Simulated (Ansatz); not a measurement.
An elastic tensor (GPa, Voigt order, standard axes) from the program Ansatz at the PBEsol level (PAW):

```
 336  76.8  76.8   0.0   0.0   0.0
76.8   336  76.8   0.0   0.0   0.0
76.8  76.8   336   0.0   0.0   0.0
 0.0   0.0   0.0  88.3   0.0   0.0
 0.0   0.0   0.0   0.0  88.3   0.0
 0.0   0.0   0.0   0.0   0.0  88.3
```

Q: Pick the material that matches.
(A) Ca3SbN, anti-perovskite
(B) ScZn, CsCl type
(C) VRu, CsCl type
(D) Ti3AlC, anti-perovskite

A: D, Ti3AlC, anti-perovskite

Space group Pm-3m (anti-perovskite). The workflow started from a Materials Project entry (that database holds measured and hypothetical structures alike); the Crystallography Open Database copy checked does not list it. Its standing as an ambient phase is unchecked. The cell was relaxed with PBEsol under the symmetry of its start; of distortions, only those at the zone centre were tested. The run is not spin-polarised. As this level gives no gap, shear constants depend on the k-mesh and smearing (Fermi–Dirac, 0.1 eV here).

Potentials: the later of the program's two PAW sets.
